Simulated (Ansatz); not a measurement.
Data:

WSe2:
```xyz
6
Lattice="3.3026 0.0000 0.0000 -1.6513 2.8601 0.0000 0.0000 0.0000 13.2258" Properties=species:S:1:pos:R:3 pbc="T T T"
W      1.6513     0.9534     9.9193
W      0.0000     1.9068     3.3064
Se     0.0000     1.9068    11.5830
Se     1.6513     0.9534     1.6428
Se     1.6513     0.9534     4.9701
Se     0.0000     1.9068     8.2557
```

This is the r²SCAN+D4-relaxed structure. Tensor components refer to the Cartesian frame of this cell.

All from r²SCAN+D4 in the plane-wave PAW code Ansatz, unless another level is named. Give the Debye temperature from the elastic constants.

238 K.

Give the elastic constants (relaxed ions, GPa).

C11 = 200, C12 = 41.6, C13 = 9.3, C33 = 43.2, C44 = 14.3.

Give the vibrational entropy at 300 K.

30.6 J/(K·mol of atoms).

Space group P6_3/mmc. Symmetry was held in the r²SCAN+D4 relaxation; phonons on a q-mesh show no instability. The run is not spin-polarised. Scalar-relativistic: spin–orbit coupling is off unless named, which matters more the heavier the elements.

Potentials: the later of the program's two PAW sets.
